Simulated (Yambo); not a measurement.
Yambo run on Mg2ZnP2 (space group P3m1, No. 156). The wavefunctions are PBEsol (pw.x of Quantum ESPRESSO, ONCV potentials, scalar-relativistic) ones on a 3×3×2 mesh (25 occupied bands); a = b = 4.0141 Å, c = 6.5439 Å, α = β = 90.00°, γ = 120.00°.

Yambo input:

```
rim_cut
gw0
dyson
el_el_corr
HF_and_locXC
ppa
em1d
RandQpts= 1000000
RandGvec= 1 Ry
EXXRLvcs= 84 Ry
VXCRLvcs= 336 Ry
Chimod= "HARTREE"
% BndsRnXp
 13 | 176 |
%
NGsBlkXp= 3 Ry
% LongDrXp
 1.0 | 1.0 | 1.0 |
%
PPAPntXp= 27.2114 eV
% GbndRnge
 1 | 176 |
%
GTermKind= "BG"
DysSolver= "n"
ExtendOut
% QPkrange
 1 | 1 | 25 | 26 |
 5 | 5 | 26 | 26 |
%
```

k points by index: 1 = Γ, 5 = K.

Resulting energies as the program prints them:

```
#    K-point    Band    Eo [eV]    E [eV]    E-Eo [eV]    Vxc [eV]    Vnlxc [eV]    Sc|Eo [eV]    Sc|E [eV]    dSc/dw|Eo [eV]    Re(Z)    Im(Z)
#
    1    25    0.000000    -0.220085    -0.220085    -12.49494    -14.18310    1.406236    1.468075    -7.642769    0.780718    -0.001614
    1    26    1.286252    1.760638    0.474385    -11.64996    -7.259759    -3.789899    -3.915816    -7.220709    0.790288    -0.001549
    5    26    1.170367    1.403017    0.232650    -9.909577    -6.093015    -3.525260    -3.583913    -6.856449    0.798738    -0.001542
```
(The two width columns are left out.) Convergence of these settings isn't established.

Geometry of the Materials Project entry, not relaxed at this level.

The structure is a Materials Project entry; no match was found in the copy of COD used, and its stability was not checked.
